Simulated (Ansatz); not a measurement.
Cs$_{2}$AgSbBr$_{6}$: the gap against volume

Cs$_{2}$AgSbBr$_{6}$, Fm-3m, a = 11.242 Å. The structure is a Materials Project entry; whether it is the stable form wasn't checked. Ansatz: r2SCAN, PAW, 500 eV, Γ-centred 4×4×4 mesh on 10 atoms, Gaussian smearing 0.02 eV; no spin polarisation. Shape and atoms are relaxed at each volume; x = ln(V/V0) with V0 = 35.520 Å³/atom. The gap is read at the mesh points alone.

```tsv
x	gap y (eV)
-0.1278	0.808
-0.0943	0.897
-0.0619	0.979
-0.0305	1.055
0.0000	?
0.0296	1.194
0.0583	1.257
0.0953	1.335
```

Question: Fit a straight line to the other rows, give the volume deformation potential of the gap and its pressure coefficient, and predict the missing gap. B0 = 25.1 GPa.

Answer: Means x = -0.01876, y = 1.0750; Σ(Δx)² = 0.04088, ΣΔxΔy = 0.09637; the slope is their ratio. y = 1.119 + 2.357 x. The slope is the deformation potential a = dE_g/d ln V = 2.36 eV, and dE_g/dP = −a/B0 = -93.9 meV/GPa. At x = 0.0000 the fit asked for gives 1.119 eV. The run gave 1.127 eV, so the fit is 0.008 eV too low, within twice the rms miss on the fitted rows (0.006 eV).

Spin-orbit coupling is left out, which matters for the bands of heavy elements. Semilocal functionals give gaps under the measured ones; changes of the gap mostly carry over better.